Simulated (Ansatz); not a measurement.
SiMo3:
```
CELL_PARAMETERS angstrom
      4.88305     0.00000     0.00000
      0.00000     4.88305     0.00000
      0.00000     0.00000     4.88305
ATOMIC_POSITIONS crystal
  Si 0.50000 0.50000 0.50000
  Si 0.00000 0.00000 0.00000
  Mo 0.00000 0.50000 0.25000
  Mo 0.00000 0.50000 0.75000
  Mo 0.25000 0.00000 0.50000
  Mo 0.75000 0.00000 0.50000
  Mo 0.50000 0.25000 0.00000
  Mo 0.50000 0.75000 0.00000
```

Relaxed with r²SCAN. Special points in fractions of this cell's reciprocal vectors: Γ (0.000, 0.000, 0.000); X (0.000, 0.500, 0.000); M (0.500, 0.500, 0.000); R (0.500, 0.500, 0.500).

Q: List the band energies nearest the Fermi level at these points for the program Ansatz at the r²SCAN level (PAW).

A: In eV from the Fermi level; about four levels below and three above (degenerate sets whole), none deeper than 8.9 eV; points with the same levels are listed once.

```tsv
k	below	above
Γ	-2.32 -2.32 -2.32 -1.68 -1.68	1.35 1.35 1.35
X	-2.61 -2.61 -1.84 -1.84	0.21 0.21 1.00 1.00
M	-0.88 -0.75 -0.50 -0.19	0.21 0.92 1.14 1.14
R	-1.33 -1.33 -1.33 -1.33 -1.33 -1.33	1.32 1.32 1.32 1.32 1.32 1.32
```

Space group Pm-3n (A15 (Cr3Si type)). The r²SCAN relaxation kept the symmetry of its start. No spin polarisation was allowed. Scalar-relativistic: spin–orbit coupling is off unless named, which matters more the heavier the elements.

Potentials: the later of the program's two PAW sets.
